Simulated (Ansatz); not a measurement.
Consider the following.

ScPt$_{3}$ (Cu3Au type, Pm-3m), a = b = c = 3.951 Å, α = β = γ = 90.00°.

This is the PBEsol-relaxed structure.

All from PBEsol (plane waves, PAW; program Ansatz), unless another level is named. Estimate the highest zone-centre frequency.

235 cm⁻¹.

And the Debye temperature from the elastic constants?

338 K.

The first step of the workflow began from a Materials Project structure, measured or hypothetical; the Crystallography Open Database files this formula in space group No. 221, but the cells were not matched. Whether it is the stable phase at ambient conditions was not checked. Symmetry was held in the PBEsol relaxation; of distortions, only those at the zone centre were tested. The run is not spin-polarised. As this level gives no gap, shear constants depend on the k-mesh and smearing (Fermi–Dirac, 0.1 eV here). As this level gives no gap, phonon frequencies hold no LO–TO term and depend on the k-mesh and smearing (Fermi–Dirac, 0.1 eV here). Scalar-relativistic: spin–orbit coupling is off unless named, which matters more the heavier the elements.

Potentials: the later of the program's two PAW sets.
